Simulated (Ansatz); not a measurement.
ZnAu:
```xyz
2
Lattice="3.1487 0.0000 0.0000 0.0000 3.1487 0.0000 0.0000 0.0000 3.1487" Properties=species:S:1:pos:R:3 pbc="T T T"
Zn     1.5743     1.5743     1.5743
Au     0.0000     0.0000     0.0000
```

Relaxed with r²SCAN. Special points in fractions of this cell's reciprocal vectors: Γ (0.000, 0.000, 0.000); X (0.000, 0.500, 0.000); M (0.500, 0.500, 0.000); R (0.500, 0.500, 0.500).

Problem. List the band energies nearest the Fermi level at these points for DFT-r²SCAN in the program Ansatz with PAW potentials.

Solution. In eV from the Fermi level; about four levels below and three above (degenerate sets whole), none deeper than 8.9 eV; points with the same levels are listed once.

```json
[
 {"k": "Γ", "below": "-5.82 -5.82 -4.07 -4.07 -4.07", "above": "5.19 5.19 5.19"},
 {"k": "X", "below": "-5.28 -5.28 -4.23 -2.63", "above": "10.68 11.46 11.46"},
 {"k": "M", "below": "-4.44 -4.44 -3.48 -2.10 -2.10", "above": "0.76 2.67 10.94"},
 {"k": "R", "below": "-6.84 -6.84 -6.84 -3.42 -3.42", "above": "1.69 3.68 3.80 3.80 3.80"}
]
```

Space group Pm-3m (CsCl type). The cell was relaxed with r²SCAN under the symmetry of its start. Scalar-relativistic: spin–orbit coupling is off unless named, which matters more the heavier the elements.

Potentials: the later of the program's two PAW sets.
